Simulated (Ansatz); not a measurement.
## Fields on a plane of AlNi3 (Cu3Au type)

```xyz
4
Lattice="3.5261 0.0000 0.0000 0.0000 3.5261 0.0000 0.0000 0.0000 3.5261" Properties=species:S:1:pos:R:3 pbc="T T T"
Ni     0.0000     1.7631     1.7631
Ni     1.7631     1.7631     0.0000
Ni     1.7631     0.0000     1.7631
Al     0.0000     0.0000     0.0000
```

The slice is a {210} plane (indices of the conventional cell) through the point (0.000, 0.000, 0.000) (fractional), spanned by u = [100] and v = [021] in vectors of this cell: u (3.53 Å) and v (7.88 Å, at 90° to u). It covers one period; positions are fractions (u, v).

Atoms on it: Ni at (0.50, 0.50); Al at (0.00, 0.00). Other atoms lie within 1 Å of the plane.

Computed with r2SCAN (plane waves to 500 eV, PAW, scalar-relativistic; Ansatz, a quantum-chemistry and plane-wave program). k mesh 13×13×13. These are valence fields of a PAW run, semicore shells included where kept as valence: close to a nucleus they are smooth pseudo fields. AlNi3 was relaxed with its symmetry unable to fall. Relaxed AlNi3 ends ferromagnetic. Other magnetic orders were not checked, so this need not be the ground state.

```
v \ u  0.00  0.18  0.36  0.55  0.73  0.91
-----  ----  ----  ----  ----  ----  ----
0.92   -0.8  -0.6  -0.6  -0.6  -0.6  -0.7
0.83   -0.6  -0.6  -0.3  -0.1  -0.5  -0.6
0.75   -0.2  -0.4  -0.4  -0.2  -0.5  -0.3
0.67    0.0  -0.4  -0.6  -0.6  -0.5  -0.2
0.58   -0.6  -0.5   0.0   0.4  -0.4  -0.6
0.50   -0.7  -0.5   1.0   1.7   0.0  -0.7
0.42   -0.6  -0.5   0.0   0.4  -0.4  -0.6
0.33    0.0  -0.4  -0.6  -0.6  -0.5  -0.2
0.25   -0.2  -0.4  -0.4  -0.2  -0.5  -0.3
0.17   -0.6  -0.6  -0.3  -0.1  -0.5  -0.6
0.08   -0.8  -0.6  -0.6  -0.6  -0.6  -0.7
0.00   -1.2  -0.8  -0.7  -0.7  -0.6  -1.2
```

Values: log₁₀ of the valence density in e/Å³. The scale is logarithmic, as a density can span decades between atoms and voids.

```tsv
v \ u	0.00	0.09	0.18	0.27	0.36	0.45	0.55	0.64	0.73	0.82	0.91
0.88	x	3.3	6.8	8.4	7.4	x	x	7.4	8.4	6.8	3.3
0.75	x	x	7.3	8.4	5.7	x	x	5.7	8.4	7.3	x
0.62	x	6.2	8.7	9.5	8.0	x	x	8.0	9.5	8.7	6.2
0.50	11.9	11.4	8.4	x	x	x	x	x	x	8.4	11.4
0.38	x	6.2	8.7	9.5	8.0	x	x	8.0	9.5	8.7	6.2
0.25	x	x	7.3	8.4	5.7	x	x	5.7	8.4	7.3	x
0.12	x	3.3	6.8	8.4	7.4	x	x	7.4	8.4	6.8	3.3
0.00	x	x	x	x	9.2	11.7	11.7	9.2	x	x	x
```

Values: electrostatic potential energy of an electron, from the cell's mean, in eV. Points within 1 Å of a nucleus are blanked (x), as the pseudised field means little there. Values under 3 eV are set to 3. The zero, the cell's mean, hangs on the PAW cores.
